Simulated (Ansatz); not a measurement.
Theory: DFT PBE, scalar-relativistic, plane waves, PAW (Ansatz 0.2.0). All cells share a 420 eV cutoff and Γ-centred k meshes spaced at most about 0.3 Å⁻¹ (about 0.25 or finer for metals, 2π included). No spin polarisation in the final relaxations.

These are static total energies at zero pressure. All come from trial cells, and lower structures may exist.

Question: Which of these relaxed structures of Al₄Cl is the lowest in energy?
A.

```xyz
5
Lattice="-1.9680 1.9680 6.5857 1.9680 -1.9680 6.5857 1.9680 1.9680 -6.5857" Properties=species:S:1:pos:R:3 pbc="T T T"
Al    1.9680    0.0000    3.2928
Al    0.0000    1.9680    3.2928
Al    0.0000    0.0000    5.2768
Al    0.0000    0.0000    7.8946
Cl    0.0000    0.0000    0.0000
```

B.

```xyz
5
Lattice="5.0805 0.0000 0.0000 0.0000 5.0805 0.0000 0.0000 0.0000 5.0805" Properties=species:S:1:pos:R:3 pbc="T T T"
Al    2.5403    2.5403    2.5403
Al    0.0000    2.5403    2.5403
Al    2.5403    0.0000    2.5403
Al    2.5403    2.5403    0.0000
Cl    0.0000    0.0000    0.0000
```

C.

```xyz
5
Lattice="4.7273 0.0000 0.0000 0.0000 4.7273 0.0000 0.0000 0.0000 4.7273" Properties=species:S:1:pos:R:3 pbc="T T T"
Al    1.4038    1.4038    1.4038
Al    3.3236    3.3236    1.4038
Al    3.3236    1.4038    3.3236
Al    1.4038    3.3236    3.3236
Cl    0.0000    0.0000    0.0000
```

D.

```xyz
5
Lattice="4.9815 0.0000 0.0000 -2.4907 4.3141 0.0000 0.0000 0.0000 5.2511" Properties=species:S:1:pos:R:3 pbc="T T T"
Al    0.0000    2.8761    1.3002
Al    2.4907    1.4380    1.3002
Al    0.0000    2.8761    3.9509
Al    2.4907    1.4380    3.9509
Cl    0.0000    0.0000    2.6255
```

Answer: A. It has space group I4/mmm (No. 139); the next, D, with space group P6/mmm (No. 191), lies 179 meV/atom higher. Counting Al atoms around Cl (those within 1.25 times the shortest such distance or 1.15 times the sum of covalent radii, 1.27 where that leaves under three; a plus sign parts nearer from farther groups; the shortest distance is added where it exceeds 1.18 times the sum of covalent radii), the lowest has Cl 8+8 from 3.1 Å and the next has Cl 12 from 3.2 Å. Even the lowest lies +0.07 eV/atom against the elements.

A magnetic state wasn't ruled out in cells without spin, among them P-43m. Cells relaxed within their symmetry can be saddle points. Some structure types and database cells were kept out of the candidates from the start, so a known form may be missing.
